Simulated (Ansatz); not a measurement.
MgS:
```xyz
2
Lattice="0.0000 2.5909 2.5909 2.5909 0.0000 2.5909 2.5909 2.5909 0.0000" Properties=species:S:1:pos:R:3 pbc="T T T"
Mg     0.0000     0.0000     0.0000
S      2.5909     2.5909     2.5909
```

Relaxed with PBEsol. Special points in fractions of this cell's reciprocal vectors: Γ (0.000, 0.000, 0.000); X (0.500, 0.000, 0.500); U (0.625, 0.250, 0.625); K (0.375, 0.375, 0.750); L (0.500, 0.500, 0.500); W (0.500, 0.250, 0.750).

Task: List the band energies nearest the valence-band maximum at these points for PBEsol in the plane-wave PAW code Ansatz.

Result: In eV from the valence-band maximum; about four levels below and three above (degenerate sets whole), none deeper than 8.9 eV; points with the same levels are listed once.

```tsv
k	below	above
Γ	0.00 0.00 0.00	3.69 7.80 7.80 7.80
X	-4.31 -1.73 -1.73	2.73 4.19 11.99
U	-3.80 -3.27 -1.40	3.83 6.60 9.65
L	-4.95 -0.61 -0.61	4.41 6.81 6.81
W	-3.33 -3.33 -2.42	5.25 7.83 7.83
```

Space group Fm-3m (rock salt). Symmetry was held in the PBEsol relaxation.

Potentials: the earlier of the program's two PAW sets. The files were generated under PBE; for other functionals the program regenerates the frozen cores, and for LDA and PBEsol the local potential too.
